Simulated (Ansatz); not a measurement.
**Eigenvalues along a path: TaRu**

```xyz
2
Lattice="2.1677 0.0000 0.0000 0.0000 2.1677 0.0000 0.0000 0.0000 3.0198" Properties=species:S:1:pos:R:3 pbc="T T T"
Ta    1.0838    1.0838    1.5099
Ru    0.0000    0.0000    0.0000
```

The base volume is that of a database entry, with shape and atoms relaxed on PAW files at held volume, so it needn't be at zero pressure; the structure needn't be the stable phase, at rest or compressed.

Level of theory: DFT with PBEsol, scalar-relativistic, in Ansatz 0.2.0; a Γ-centred 12×12×11 k mesh, Fermi–Dirac smearing of 0.05 eV, no spin polarisation. LAPW: all electrons, basis error target 1 meV/atom.

This run: volume at 0.45 of the series' base cell.

Spin–orbit coupling is left out, which matters for the heavy atoms.

Path points, in fractions of the reciprocal vectors: Γ (0.000, 0.000, 0.000), X (0.000, 0.500, 0.000), M (0.500, 0.500, 0.000), Z (0.000, 0.000, 0.500), R (0.000, 0.500, 0.500), A (0.500, 0.500, 0.500). Levels in eV from the Fermi level; bands 27 to 45, counted from the lowest band of the run. The gap is zero, the pressure 1006 GPa.

```
# k(1/Å) point b27 b28 b29 b30 b31 b32 b33 b34 b35 b36 b37 b38 b39 b40 b41 b42 b43 b44 b45
0.000 Γ -19.80 -19.55 -19.54 -19.54 -19.38 -19.17 -19.17 -15.35 -14.36 -9.08 -5.74 -5.74 -4.38 0.55 3.11 12.19 12.33 12.47 12.47
0.242 - -19.79 -19.58 -19.54 -19.53 -19.40 -19.26 -19.17 -14.94 -13.68 -8.53 -6.00 -5.56 -3.94 0.11 3.03 9.13 10.80 11.99 13.14
0.483 - -19.76 -19.68 -19.51 -19.49 -19.44 -19.40 -19.17 -14.20 -11.57 -7.31 -6.56 -5.03 -2.84 -0.94 3.18 5.41 7.91 10.69 15.33
0.725 - -19.81 -19.73 -19.52 -19.49 -19.45 -19.44 -19.17 -13.22 -8.69 -7.00 -6.13 -4.21 -2.39 -2.10 2.05 5.02 5.07 8.92 16.40
0.966 - -19.91 -19.70 -19.61 -19.55 -19.39 -19.36 -19.14 -11.98 -7.02 -6.00 -5.22 -3.19 -3.03 -2.93 -0.87 2.74 7.04 8.60 15.60
1.208 - -19.99 -19.69 -19.67 -19.58 -19.37 -19.28 -19.11 -10.63 -6.47 -6.22 -3.56 -3.46 -3.26 -2.87 -2.20 1.18 5.48 11.44 17.49
1.449 X -20.01 -19.69 -19.68 -19.60 -19.36 -19.25 -19.10 -9.83 -6.94 -5.66 -4.69 -3.72 -2.74 -2.61 -1.73 0.63 4.81 12.34 20.01
1.691 - -19.98 -19.67 -19.67 -19.60 -19.38 -19.25 -19.15 -9.42 -7.27 -6.49 -6.44 -4.62 -4.10 -0.26 0.14 1.97 5.49 12.82 20.39
1.932 - -19.91 -19.63 -19.61 -19.59 -19.44 -19.25 -19.24 -9.55 -9.36 -8.90 -8.39 -5.04 -1.91 2.68 2.97 3.64 7.00 13.90 20.64
2.174 - -19.80 -19.58 -19.57 -19.53 -19.51 -19.29 -19.24 -11.81 -11.16 -11.07 -10.53 -2.96 2.40 4.83 5.48 5.79 8.65 14.74 19.62
2.415 - -19.68 -19.56 -19.54 -19.52 -19.41 -19.32 -19.24 -13.58 -13.17 -12.76 -12.42 0.40 5.62 7.21 8.22 8.43 10.13 14.69 18.13
2.657 - -19.60 -19.58 -19.51 -19.41 -19.33 -19.29 -19.23 -14.71 -14.60 -13.84 -13.73 3.87 6.12 10.20 10.64 11.22 11.93 13.61 17.05
2.899 M -19.58 -19.58 -19.49 -19.34 -19.34 -19.26 -19.21 -15.13 -15.10 -14.21 -14.21 5.64 6.41 11.64 11.64 11.84 12.59 12.59 18.05
3.240 - -19.61 -19.58 -19.52 -19.44 -19.36 -19.29 -19.28 -14.37 -14.07 -13.78 -12.97 2.95 5.04 9.25 9.43 11.63 12.29 12.31 16.99
3.582 - -19.62 -19.56 -19.55 -19.55 -19.44 -19.41 -19.36 -12.58 -12.37 -11.58 -9.70 -1.58 1.66 5.17 6.95 7.51 8.55 11.61 20.31
3.923 - -19.63 -19.60 -19.53 -19.53 -19.53 -19.44 -19.42 -10.78 -10.50 -9.01 -6.14 -5.27 -0.39 1.48 2.77 3.40 5.65 11.56 22.06
4.265 - -19.71 -19.62 -19.56 -19.50 -19.46 -19.41 -19.37 -12.09 -10.19 -8.63 -6.68 -3.27 -1.59 -1.02 1.76 3.22 5.15 11.51 19.22
4.607 - -19.78 -19.57 -19.56 -19.53 -19.41 -19.26 -19.25 -14.37 -13.19 -7.98 -6.63 -5.00 -3.50 -0.42 3.09 7.29 9.43 11.61 14.75
4.948 Γ -19.80 -19.55 -19.54 -19.54 -19.38 -19.17 -19.17 -15.35 -14.36 -9.08 -5.74 -5.74 -4.38 0.55 3.11 12.19 12.33 12.47 12.47
5.122 - -19.81 -19.57 -19.54 -19.54 -19.38 -19.18 -19.18 -15.13 -14.25 -8.79 -5.55 -5.55 -4.68 0.59 2.71 11.67 11.67 12.18 12.69
5.295 - -19.85 -19.64 -19.54 -19.54 -19.39 -19.19 -19.19 -14.50 -13.92 -7.99 -5.47 -5.00 -5.00 0.72 1.65 9.90 9.90 11.78 12.39
5.468 - -19.90 -19.70 -19.54 -19.54 -19.39 -19.20 -19.20 -13.51 -13.41 -6.96 -6.55 -4.14 -4.14 0.37 0.91 7.87 7.87 10.32 11.26
5.642 - -19.95 -19.76 -19.53 -19.53 -19.40 -19.21 -19.21 -12.74 -12.22 -7.72 -6.40 -3.08 -3.08 -0.25 1.11 5.92 5.92 7.85 10.73
5.815 - -19.98 -19.80 -19.53 -19.53 -19.40 -19.22 -19.22 -12.02 -10.76 -8.76 -7.06 -2.02 -2.02 0.69 1.27 4.32 4.32 5.26 10.35
5.988 Z -19.99 -19.81 -19.53 -19.53 -19.40 -19.22 -19.22 -11.63 -9.75 -9.27 -7.93 -1.50 -1.50 1.33 2.52 2.98 3.62 3.62 10.22
6.230 - -19.96 -19.79 -19.56 -19.52 -19.41 -19.30 -19.22 -11.36 -9.41 -8.88 -7.18 -2.66 -1.79 -0.11 0.66 3.89 5.00 5.73 9.92
6.472 - -19.88 -19.71 -19.64 -19.47 -19.42 -19.42 -19.21 -10.95 -8.82 -8.26 -4.97 -3.62 -2.63 -2.18 -1.55 6.19 6.96 7.50 9.34
6.713 - -19.80 -19.74 -19.59 -19.50 -19.43 -19.41 -19.19 -10.87 -9.56 -7.11 -4.99 -4.05 -3.81 -2.07 0.01 8.30 8.34 8.77 8.91
6.955 - -19.82 -19.75 -19.55 -19.45 -19.44 -19.35 -19.15 -11.26 -10.69 -7.08 -5.51 -5.00 -4.56 0.16 4.37 8.13 8.75 9.70 10.33
7.196 - -19.88 -19.71 -19.57 -19.45 -19.32 -19.31 -19.11 -11.86 -11.56 -7.15 -6.43 -5.88 -3.95 3.34 6.94 7.27 8.74 11.00 11.47
7.438 R -19.89 -19.70 -19.58 -19.45 -19.30 -19.27 -19.09 -12.14 -11.88 -7.13 -6.75 -6.20 -3.67 5.75 6.02 7.15 8.76 11.91 12.26
7.679 - -19.87 -19.68 -19.59 -19.47 -19.32 -19.27 -19.15 -11.58 -11.25 -7.19 -6.84 -6.67 -2.95 4.72 5.48 5.88 10.61 11.18 11.96
7.921 - -19.80 -19.62 -19.62 -19.52 -19.40 -19.27 -19.24 -10.12 -9.87 -8.13 -7.73 -5.92 -0.80 1.67 3.49 5.47 11.16 11.65 14.74
8.162 - -19.70 -19.65 -19.59 -19.53 -19.52 -19.29 -19.27 -8.99 -8.81 -8.40 -8.30 -4.33 -1.15 0.74 2.22 4.86 10.48 14.25 18.91
8.404 - -19.70 -19.65 -19.63 -19.53 -19.43 -19.33 -19.25 -9.58 -9.47 -7.08 -6.59 -3.47 -2.58 -1.75 4.05 4.50 11.85 16.95 19.04
8.645 - -19.72 -19.70 -19.69 -19.41 -19.36 -19.35 -19.23 -9.95 -9.54 -6.06 -5.08 -5.07 -3.56 -1.96 3.84 5.07 15.71 19.10 19.15
8.887 A -19.73 -19.73 -19.71 -19.35 -19.35 -19.34 -19.21 -10.04 -9.49 -5.65 -5.65 -4.26 -4.26 -2.23 3.52 5.67 18.18 20.03 20.03
9.229 - -19.71 -19.68 -19.68 -19.42 -19.37 -19.37 -19.25 -9.92 -9.62 -5.52 -5.36 -4.51 -4.35 -1.57 4.10 4.44 14.19 17.11 21.05
9.570 - -19.65 -19.60 -19.58 -19.55 -19.46 -19.42 -19.37 -9.61 -9.59 -5.17 -5.05 -4.12 -3.95 -1.74 2.59 4.05 8.16 15.48 17.24
9.912 - -19.61 -19.58 -19.57 -19.54 -19.50 -19.47 -19.47 -8.70 -8.57 -6.95 -4.88 -4.47 -1.99 -1.69 1.51 2.12 2.65 14.65 15.88
10.253 - -19.74 -19.68 -19.59 -19.53 -19.44 -19.43 -19.39 -9.27 -7.68 -6.74 -5.74 -5.19 -3.79 -0.83 -0.21 2.68 3.01 12.26 12.41
10.595 - -19.92 -19.77 -19.55 -19.53 -19.41 -19.30 -19.29 -11.00 -9.13 -8.11 -6.81 -3.79 -1.81 -1.51 1.47 3.35 4.28 7.97 9.95
10.937 Z -19.99 -19.81 -19.53 -19.53 -19.40 -19.22 -19.22 -11.63 -9.75 -9.27 -7.93 -1.50 -1.50 1.33 2.52 2.98 3.62 3.62 10.22
```
